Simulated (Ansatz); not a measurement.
Relaxed MoS2 (3R-MoS2 type, space group R3m):

```xyz
3
Lattice="1.5877 0.9167 6.1953 -1.5877 0.9167 6.1953 0.0000 -1.8333 6.1953" Properties=species:S:1:pos:R:3 pbc="T T T"
Mo     0.0000     0.0000     0.0001
S      0.0000     0.0000    13.9450
S      0.0000     0.0000    10.8357
```

In this cell atom 2 (S, nearest neighbour Mo at 2.403 Å; its periodic images, 3.2 Å or more away, move with it) is moved by s along Cartesian [111], unit vector (0.577, 0.577, 0.577); all other atoms and the cell stay fixed.

The numbers are results of r2SCAN+rVV10 (plane waves to 500 eV, PAW, scalar-relativistic; Ansatz, a program for electronic structure), not measurements. k mesh 10×10×10 (Γ-centred), Fermi-Dirac smearing 0.05 eV. E stands for the smeared free energy. Left out: 1 of 11 points, with atoms too close for the PAW data. MoS2 is run without spin polarisation. MoS2 was relaxed with its symmetry unable to fall. The PAW data are Ansatz's earlier set. This is one of several known forms of MoS2; the measured ambient cells at hand have space group No. 194. The zero of ΔE is the undisplaced structure.

```tsv
s (Å)	ΔE (meV/cell)
-0.384	1414
-0.288	716
-0.192	287
-0.096	65
0.000	0
0.096	53
0.192	withheld
0.288	400
0.384	650
0.480	929
```

Problem. Fit a polynomial form (powers 2, 3, 4) to the given rows and predict ΔE at s = 0.192.

Solution. Least squares on the 9 given rows: ΔE = (6448)·s² + (-6749)·s³ + (3606)·s⁴, in meV/cell with s in Å; root-mean-square residual 2.5 meV/cell. At 0.192 the fit gives 195 meV/cell; the calculation gives 195 meV/cell, the same to the digits shown. The quadratic term alone would give 238 meV/cell.

(A displaced cell: forces are minus the slopes of the energy, force constants its curvatures, and phonons follow from these.)
